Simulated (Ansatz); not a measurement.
**Scan of one atom of the cell for CdBr2 (space group P6_3mc)**

CdBr$_{2}$ (space group P6_3mc)

```
CdBr2
1.0
    3.98029     0.00000     0.00000
   -1.99015     3.44703     0.00000
    0.00000     0.00000    12.56749
Cd Br
2 4
Direct
  0.66667   0.33333   0.87499
  0.33333   0.66667   0.37499
  0.00000   0.00000   0.75034
  0.00000   0.00000   0.25034
  0.33333   0.66667   0.99967
  0.66667   0.33333   0.49967
```

Scan: atom 1 (Cd, nearest neighbour Br at 2.781 Å; its periodic images, 4.0 Å or more away, move with it) is displaced along Cartesian z, direction (0.000, 0.000, 1.000) in Cartesian axes, by s. The other atoms stay.

Calculation: r2SCAN+rVV10 (plane waves to 500 eV, PAW, scalar-relativistic; Ansatz, a quantum-chemistry and plane-wave program). k mesh 8×8×2 (Γ-centred), Fermi-Dirac smearing 0.05 eV. E stands for the smeared free energy. Stress and pressure are positive under compression. F∥ is the force on the atom along that direction. CdBr2 was relaxed with its symmetry unable to fall. The zero of ΔE is the undisplaced structure.

```csv
s (Å),ΔE (meV/cell),P (GPa),F∥ (eV/Å)
-0.280,282.8,0.46,1.988
-0.224,182.0,0.29,1.609
-0.168,102.8,0.17,1.217
-0.112,45.9,0.07,0.817
-0.056,11.5,0.02,0.410
0.000,0.0,0.00,0.000
0.056,11.5,0.02,-0.410
0.112,45.9,0.07,-0.817
0.168,102.9,0.16,-1.218
0.224,182.1,0.29,-1.610
0.280,282.9,0.45,-1.989
```

Derived quantities:

| Quantity | Result |
|---|---|
| Energy at s = 0.280 Å | 282.9 meV/cell |
| Force along the line at s = -0.280 Å | 1.99 eV/Å |
| Symmetry of the curve | even: the same for both signs |
| Shape of the curve | a single well with its minimum at or next to zero displacement |
| Force constant k = d²E/ds² at s = 0 (finite differences) | 7.33 eV/Å² |
| Harmonic estimate at the end of the scan | ½ks² = 287.3 meV/cell against the computed 282.9 meV/cell, so the well is close to harmonic there |

(A displaced cell: forces are minus the slopes of the energy, force constants its curvatures, and phonons follow from these.)
